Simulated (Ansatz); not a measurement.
The relaxed structure here is a generated cell of Cr: the first start was made by a random draw of sites in a space group, and the end was not matched to a known phase here, so it may be hypothetical. Known forms of Cr include space group No. 229.

A relaxed structure of Cr. Space group Cmmm (No. 65). All values below come from PBEsol (plane waves to 420 eV, PAW, scalar-relativistic; Ansatz, a program for electronic structure).

```xyz
1
Lattice="1.3178 -2.0300 0.0000 1.3178 2.0300 0.0000 0.0000 0.0000 2.2117" Properties=species:S:1:pos:R:3 pbc="T T T"
Cr     0.0000     0.0000     0.0000
```

Estimate the magnetic moment that PBEsol returns for this input.

Zero (the starting moments vanished).

No spin polarisation in the result: the starting moments vanished. A magnetic state may lie lower.

The run could not lose the symmetry of its start, so the end can be a saddle point.
